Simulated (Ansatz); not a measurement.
PbS:
```xyz
2
Lattice="0.0000 2.9514 2.9514 2.9514 0.0000 2.9514 2.9514 2.9514 0.0000" Properties=species:S:1:pos:R:3 pbc="T T T"
S      0.0000     0.0000     0.0000
Pb     2.9514     2.9514     2.9514
```

This is the PBEsol-relaxed structure.

Question: All from PBEsol (plane waves, PAW; program Ansatz), unless another level is named. Give the electron effective mass.

Answer: 0.069, 0.15, 0.15 mₑ (principal values).

Question: Next, the HSE06 gap on the PBEsol cell?

Answer: 0.72 eV.

Question: Predict the gap with spin–orbit coupling.

Answer: 0.24 eV (the band order may be inverted).

Question: Predict the hole effective mass.

Answer: 0.074, 0.11, 0.11 mₑ (principal values).

Question: Next, the weight of the conduction-edge state by species (Voronoi cells)?

Answer: Pb 60 %, S 40 %.

Question: Predict the valence-band maximum.

Answer: at L.

Space group Fm-3m (rock salt). Symmetry was held in the PBEsol relaxation. Scalar-relativistic: spin–orbit coupling is off unless named, which matters more the heavier the elements.

Potentials: the later of the program's two PAW sets.
